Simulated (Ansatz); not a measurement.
Task: Name crystals whose computed values (plane-wave PAW r²SCAN (Ansatz code)) fall in these windows: gap (eV) 0.35 to 0.44; B₀ by P(V) fit (GPa) 37 to 50; HSE06 gap (eV) 0.79 to 1.0.

Result: 

```tsv
crystal	gap (eV)	B₀ by P(V) fit (GPa)	HSE06 gap (eV)
CsZn4P3, P4/mmm (Cs on 1b, Zn on 4i, P on 2h, P on 1a)	0.39	41.9	0.90
```
Others may fit too.

Standing as an ambient phase not checked: CsZn4P3, P4/mmm (Cs on 1b, Zn on 4i, P on 2h, P on 1a). The cell was relaxed under the symmetry of its start. Scalar-relativistic: spin–orbit coupling is off unless named, which matters more the heavier the elements.

Potentials: the later of the program's two PAW sets.
